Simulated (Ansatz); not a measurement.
GaAs:
Space group F-43m (No. 216); a = b = c = 5.665 Å, α = β = γ = 90.00°

```
atom  site  symmetry       x       y       z
----  ----  --------  ------  ------  ------
Ga      4a      -43m  0.0000  0.0000  0.0000
As      4c      -43m  0.2500  0.2500  0.2500
```
(The calculation used a cell of 2 atoms; values per cell refer to that cell.)

Relaxed with r²SCAN.

Q: Decompose the optical modes at the zone centre into irreducible representations, and say which are infrared and Raman allowed.

A: Point group -43m: Γ_opt = T2. Infrared: T2. Raman: T2.

Q: Assign frequencies (DFPT, plane-wave PAW r²SCAN (Ansatz code); without the LO–TO term).

A: T2 265 cm⁻¹.

Symmetry was held in the r²SCAN relaxation; phonons on a q-mesh show no instability.

Potentials: the earlier of the program's two PAW sets.
